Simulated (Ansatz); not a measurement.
HfO2 (fluorite, Fm-3m), DFT-PBE in the program Ansatz with PAW potentials. The conduction-band minimum lies at X, with 3 equivalent valleys. Second derivatives d²E/dk² of the lowest band at one valley (eV·Å²), along Cartesian directions:

```json
[
 {"direction": "[100]", "d²E/dk²": "6.297"},
 {"direction": "[010]", "d²E/dk²": "10.33"},
 {"direction": "[001]", "d²E/dk²": "10.33"},
 {"direction": "[110]", "d²E/dk²": "8.311"},
 {"direction": "[101]", "d²E/dk²": "8.311"},
 {"direction": "[011]", "d²E/dk²": "10.32"}
]
```

Task: Find the principal effective masses, the density-of-states mass and the conductivity mass.

Result: Off-diagonal terms follow from H_xy = H[110] − (H_xx + H_yy)/2, and m*/mₑ = 7.620 eV·Å² over each eigenvalue: 0.74, 0.74, 1.2. One valley's DOS mass (m₁m₂m₃)^(1/3) = 0.87, conductivity mass 3/(Σ 1/mᵢ) = 0.85 mₑ.

Task: What effective density of states Nc follows at 300 K for parabolic valleys?

Result: Nc = 2.509e19 × 3 × (0.87)^(3/2) ≈ 6.1e19 cm⁻³.

Task: With the computed static dielectric constant 41.3 (mean of the diagonal), estimate a hydrogenic donor's binding energy and radius.

Result: E = 13.606 eV × 0.85/41.3² ≈ 6.8 meV; a = 0.529 Å × ε/m* ≈ 26 Å. Semilocal masses tend to be too small where the gap is.

This is a known high-temperature phase of the composition, computed here at zero pressure and temperature. The cell was relaxed with PBE under the symmetry of its start. At this level the phase is dynamically unstable (imaginary phonons). No spin polarisation was allowed. Spin–orbit coupling is left out wherever it is not named.

Potentials: the later of the program's two PAW sets.
